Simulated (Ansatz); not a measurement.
Here is the system:

Zn₃InGaO₆:
```xyz
11
Lattice="1.6440 0.9492 13.7978 -1.6440 0.9492 13.7978 0.0000 -1.8983 13.7978" Properties=species:S:1:pos:R:3 pbc="T T T"
Zn     0.0000     0.0000    10.8082
Zn     0.0000     0.0000    30.6882
Zn     0.0000     0.0000    35.8327
In     0.0000     0.0000     0.0513
Ga     0.0000     0.0000     5.6661
O      0.0000     0.0000    37.8034
O      0.0000     0.0000     3.7043
O      0.0000     0.0000     7.6377
O      0.0000     0.0000    33.2705
O      0.0000     0.0000    28.7354
O      0.0000     0.0000    12.7701
```

This is the r²SCAN-relaxed structure. Tensor components refer to the Cartesian frame of this cell.

All from DFT-r²SCAN in the program Ansatz with PAW potentials, unless another level is named. Predict the HSE06 gap on the r²SCAN cell.

2.80 eV.

And the band gap?

1.56 eV (direct).

Predict the hole effective mass, band 1 of 2 at the edge.

2.3 along x (mₑ).

Predict the electron effective mass with spin–orbit coupling.

0.22 mₑ (isotropic).

Give the valence-band maximum.

at Γ.

Space group R3m. The workflow started from a Materials Project entry (that database holds measured and hypothetical structures alike); the Crystallography Open Database copy checked does not list it. Its standing as an ambient phase is unchecked. The r²SCAN relaxation kept the symmetry of its start; its stability against distortions is not shown here. Spin–orbit coupling is left out wherever it is not named.

Potentials: the later of the program's two PAW sets.
